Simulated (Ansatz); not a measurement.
The calculation used DFT PBE, scalar-relativistic, plane waves, PAW in Ansatz. Settings: cutoff 420 eV, Γ-centred meshes spaced at most about 0.3 Å⁻¹, and about 0.25 Å⁻¹ or finer for metals (2π included), Gaussian smearing. No spin polarisation in the final relaxations.

These are static total energies at zero pressure.

Compare these two cells of CaLa3, each relaxed at this level.

A.

```yaml
crystal:
  lattice:
    - [5.33191, 0.00000, 0.00000]
    - [0.00000, 5.33191, 0.00000]
    - [0.00000, 0.00000, 5.33191]
  atoms:
    - { symbol: Ca, position: [0.00000, 0.00000, 0.00000] }
    - { symbol: La, position: [0.00000, 0.50000, 0.50000] }
    - { symbol: La, position: [0.50000, 0.00000, 0.50000] }
    - { symbol: La, position: [0.50000, 0.50000, 0.00000] }
```

B.

```yaml
crystal:
  lattice:
    - [0.00000, 4.26405, 4.26405]
    - [4.26405, 0.00000, 4.26405]
    - [4.26405, 4.26405, 0.00000]
  atoms:
    - { symbol: Ca, position: [0.00000, 0.00000, 0.00000] }
    - { symbol: La, position: [0.50000, 0.50000, 0.50000] }
    - { symbol: La, position: [0.25000, 0.25000, 0.25000] }
    - { symbol: La, position: [0.75000, 0.75000, 0.75000] }
```

Question: Which is lower in energy, and by how much?

Answer: A is lower, by 57 meV/atom. A has the Cu3Au (L1_2) type, space group Pm-3m (No. 221), 37.9 Å³/atom and no gap on its mesh; B has the BiF3 (D0_3) type, space group Fm-3m (No. 225), 38.8 Å³/atom and no gap. Counting all near atoms (those within 1.25 times the shortest distance at each site; a plus sign parts nearer from farther groups), A has Ca 12, La 12 and B has Ca 8+6, La 8+6. Even the lower one lies +0.07 eV/atom against the reference forms of the elements (uncorrected), so neither is stable at this level. Both come from invented guesses.

A magnetic state wasn't ruled out in cells without spin, among them Pm-3m, Fm-3m. Cells relaxed within their symmetry can be saddle points.
